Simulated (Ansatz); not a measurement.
InP:
```xyz
2
Lattice="3.3872 0.0000 0.0000 0.0000 3.3872 0.0000 0.0000 0.0000 3.3872" Properties=species:S:1:pos:R:3 pbc="T T T"
In     0.0000     0.0000     0.0000
P      1.6936     1.6936     1.6936
```

Relaxed with PBEsol. Special points in fractions of this cell's reciprocal vectors: Γ (0.000, 0.000, 0.000); X (0.000, 0.500, 0.000); M (0.500, 0.500, 0.000); R (0.500, 0.500, 0.500).

**Question.** List the band energies nearest the Fermi level at these points for plane-wave PAW PBEsol (Ansatz code).

**Answer.** In eV from the Fermi level; about four levels below and three above (degenerate sets whole), none deeper than 8.9 eV; … stands for higher levels left out; points with the same levels are listed once.

```tsv
k	below	above
Γ	-1.29 -0.92 -0.92 -0.92	4.63 4.63 …
X	-7.82	0.86 0.86 2.79
M	-8.87 -5.13 -5.13 -3.84	1.26 6.90 6.90
R	-0.48 -0.40 -0.40 -0.40	…
```

Space group Pm-3m (CsCl type). The cell is a constructed one: a structure type filled with these elements; neither database checked (COD, Materials Project) lists it. It is not the phase usual at ambient conditions (space group No. 216). Symmetry was held in the PBEsol relaxation; of distortions, only those at the zone centre were tested. Scalar-relativistic: spin–orbit coupling is off unless named, which matters more the heavier the elements.

Potentials: the later of the program's two PAW sets.
